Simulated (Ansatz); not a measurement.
Relaxed InSb (zinc blende):

```
CELL_PARAMETERS angstrom
      0.00000     3.25957     3.25957
      3.25957     0.00000     3.25957
      3.25957     3.25957     0.00000
ATOMIC_POSITIONS crystal
  Sb 0.75000 0.75000 0.75000
  In 0.00000 0.00000 0.00000
```

In each cell atom 1 (Sb, nearest neighbour In at 2.823 Å; its periodic images, 4.6 Å or more away, move with it) moves by s·(0.000, 0.000, 1.000) (along Cartesian z), the rest being held.

These are PBEsol (plane waves to 420 eV, PAW, scalar-relativistic; Ansatz, a program for electronic structure) values and carry that method's errors. k mesh 10×10×10 (Γ-centred), Fermi-Dirac smearing 0.05 eV. With partly filled bands, energies and forces of such displacements shift with the k mesh and the smearing. F∥ is the force on the atom along that direction. At this level the bands of InSb touch or barely overlap; measurements give the solid a gap. InSb was relaxed with its symmetry unable to fall. Spin-orbit coupling is left out, though Sb is heavy. 

```csv
s (Å),F∥ (eV/Å)
-0.280,1.734
-0.224,1.413
-0.168,1.078
-0.112,0.727
-0.056,0.365
0.000,0.000
0.056,-0.365
0.112,-0.727
0.168,-1.078
0.224,-1.413
0.280,-1.734
```

Question: What is the force constant k = d²E/ds² of this move at s = 0?

Answer: 6.53 eV/Å². The forces along the line at the two nearest points give (0.365 − (-0.365)) / (2·0.056) = 6.52 eV/Å²; the next pair corrects for the finite step.

Question: With two atoms in the cell this is the zone-centre optical mode. What wavenumber follows?

Answer: 173 cm⁻¹. Reduced mass μ = 59.09 u; ν̃ = 521.5·√(k/μ) with k = 6.53 eV/Å².

(A displaced cell: forces are minus the slopes of the energy, force constants its curvatures, and phonons follow from these.)
